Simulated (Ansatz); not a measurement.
Computed energy against volume: SiC (4H type, space group P6_3mc)

SiC (4H type, space group P6_3mc)

```cif
data_C4Si4
_chemical_formula_sum 'Si4 C4'
_space_group_name_H-M_alt 'P63mc'
_space_group_IT_number 186
_space_group_name_Hall 'P 6c -2c'
_cell_length_a 3.09412
_cell_length_b 3.09412
_cell_length_c 10.12917
_cell_angle_alpha 90.000
_cell_angle_beta 90.000
_cell_angle_gamma 120.000
loop_
_atom_site_label
_atom_site_type_symbol
_atom_site_symmetry_multiplicity
_atom_site_Wyckoff_symbol
_atom_site_fract_x
_atom_site_fract_y
_atom_site_fract_z
_atom_site_occupancy
Si1 Si 2 a 0.00000 0.00000 0.00031 1
Si2 Si 2 b 0.33333 0.66667 0.25025 1
C1 C 2 a 0.00000 0.00000 0.31285 1
C2 C 2 b 0.33333 0.66667 0.06221 1
```

E(V) scan at fixed shape, V₀ the volume above. The atoms relax within the cell's symmetry.

Computed with PBE (plane waves to 420 eV, PAW, scalar-relativistic; Ansatz, a program for electronic structure). k mesh 12×12×4 (Γ-centred), Fermi-Dirac smearing 0.05 eV. E stands for the smeared free energy. Compression counts positive. With the shape held, the modulus is that of even scaling; a crystal free to change shape is softer. SiC was relaxed with its symmetry unable to fall. The PAW data are Ansatz's earlier set. ΔE is measured from the relaxed starting cell.

| V/V₀ | ΔE (meV/atom) | P (GPa) |
|---|---|---|
| 0.940 | 27.9 | 14.9 |
| 0.952 | 17.5 | 11.6 |
| 0.964 | 9.6 | 8.4 |
| 0.976 | 4.2 | 5.4 |
| 0.988 | 1.0 | 2.6 |
| 1.000 | 0.0 | 0.0 |
| 1.012 | 1.0 | -2.5 |
| 1.024 | 3.9 | -4.8 |
| 1.036 | 8.5 | -7.0 |
| 1.048 | 14.9 | -9.1 |
| 1.060 | 22.9 | -11.1 |

What the scan shows:

The pressure at the smallest volume is 14.9 GPa and the energy cost of the largest compression is 27.9 meV/atom. The energy cost of the largest expansion is 22.9 meV/atom. The bulk modulus at fixed cell shape B₀ (third-order Birch-Murnaghan fit) is 213 GPa and the pressure derivative B₀′ (fit) comes out as 3.9. The equilibrium volume of the fit is 10.50 Å³/atom and the pressure for 5 % compression (fit) is 12.1 GPa.

The 11 points together took roughly 2.9 core-minutes.

(A scan under strain: stresses follow from slopes of the energy per volume, elastic moduli from its curvatures.)
